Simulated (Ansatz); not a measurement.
Sn:
```
CELL_PARAMETERS angstrom
     -2.96242     2.96242     1.61856
      2.96242    -2.96242     1.61856
      2.96242     2.96242    -1.61856
ATOMIC_POSITIONS crystal
  Sn 0.75000 0.25000 0.50000
  Sn 0.00000 0.00000 0.00000
```

Relaxed with PBE. Special points in fractions of this cell's reciprocal vectors: Γ (0.000, 0.000, 0.000); X (0.000, 0.000, 0.500); M (-0.500, 0.500, 0.500); Z (0.325, 0.325, -0.325); Z0 (-0.325, 0.675, 0.325); P (0.250, 0.250, 0.250); N (0.000, 0.500, 0.000).

### Question
List the band energies nearest the Fermi level at these points for DFT-PBE with spin–orbit coupling in the program Ansatz with PAW potentials.

### Answer
In eV from the Fermi level; about four levels below and three above (degenerate sets whole), none deeper than 8.9 eV; points with the same levels are listed once.

| k | below | above |
|---|---|---|
| Γ | -2.04 -2.04 -1.66 -1.66 | 3.07 3.07 5.56 5.56 |
| X | -8.63 -8.63 -8.63 -8.63 | 0.58 0.58 0.58 0.58 |
| M | -4.55 -4.55 -4.55 -4.55 | 4.82 4.82 4.82 4.82 |
| Z | -2.78 -2.78 -2.65 -2.65 | 2.86 2.86 5.35 5.35 |
| P | -3.36 -3.36 -3.30 -3.30 | 3.29 3.29 3.45 3.45 |
| N | -1.65 -1.65 -1.01 -1.01 | 2.27 2.27 2.77 2.77 |

Space group I4_1/amd (β-Sn type). Symmetry was held in the PBE relaxation.

Potentials: the earlier of the program's two PAW sets.
